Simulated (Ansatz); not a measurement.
Values for one crystal, relaxed and computed with DFT-r²SCAN in the program Ansatz with PAW potentials; other levels are named.

| Property | Value |
|---|---|
| Volume per atom | 12.31 Å³ |
| Electronic character | metallic (no gap) |
| Density of states at the Fermi level | 0.30 states/eV per atom (mean over ±0.08 eV) |
| Formation energy from the elements (no fitted shifts) | -492 meV/atom |

**Question.** Pick the material that matches.
(A) Ta2N, anti-CdI2 type
(B) EuSiPt, P2_13 (Eu on 4a, Si on 4a, Pt on 4a)
(C) WSe2, anatase
(D) Cr3NiP4, Pm (Pearson symbol mP8)

**Answer.** D, Cr3NiP4, Pm (Pearson symbol mP8)

The first step of the workflow began from a Materials Project structure, measured or hypothetical; the Crystallography Open Database copy checked does not list it. With Cr and Ni taken as one species the cell has the higher symmetry Pnma, so it may be an ordered model of a mixed-site phase. Its standing as an ambient phase is unchecked. The cell was relaxed with r²SCAN under the symmetry of its start, as lowered by the spin order; its stability against distortions is not shown here. Spin order of the final state: ferrimagnetic, chosen from 2 collinear starts compared on coarse meshes (ties went to the first, and starts can fall back to one state), not a proven ground state. Other orbital occupations within this spin state were not tried. The references are the lowest solids computed at this level, not always the standard phases.

Potentials: the later of the program's two PAW sets.
